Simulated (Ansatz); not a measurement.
Level of theory: Ansatz 0.2.0, DFT PBE, scalar-relativistic, plane waves, PAW. Settings: cutoff 420 eV, Γ-centred meshes spaced at most about 0.3 Å⁻¹ (2π included), Gaussian smearing. No spin polarisation in the final relaxations.

All energies are static (0 K, no zero-point motion).

Compare these two cells of AlGa2P3, each relaxed at this level.

A. Space group I-4m2 (No. 119), tetragonal, a = 3.895 Å, c = 16.515 Å. Al is surrounded by 4 P at 2.38 Å; Ga is surrounded by 4 P at 2.38–2.39 Å; P on a site of symmetry -4m2 is surrounded by 4 Ga at 2.38 Å; P on a site of symmetry 2mm has 2 Al at 2.38 Å and 2 Ga at 2.39 Å.

B. Space group P3m1 (No. 156), trigonal, a = 3.894 Å, c = 9.540 Å. Around Al lie 4 P at 2.38 Å; Ga on its first site has 4 P at 2.38–2.39 Å; Ga on its second site is surrounded by 4 P at 2.38–2.39 Å; around P on its first site lie 3 Al at 2.38 Å and 1 Ga at 2.39 Å; around P on its second site lie 4 Ga at 2.38 Å; 1 more site not described.

Question: Which placement of the atoms is lower in energy, and by how much?

Answer: They are level within the accuracy (under 1 meV/atom apart). The two share one framework of sites and differ in which element sits where. A has Al and Ga ordered on zinc blende sites, space group I-4m2 (No. 119), 20.9 Å³/atom and a gap of 1.67 eV on its mesh; B has Al and Ga ordered on zinc blende sites, space group P3m1 (No. 156), 20.9 Å³/atom and a gap of 1.64 eV. Counting P atoms around Al and Ga (those within 1.25 times the shortest such distance or 1.15 times the sum of covalent radii), A and B both have Al 4, Ga 4. Both come from invented guesses.

Kohn–Sham gaps at this level usually fall short of measured ones. With atoms moved at random, P3m1 came back. Other cells relaxed within their symmetry can be saddle points.
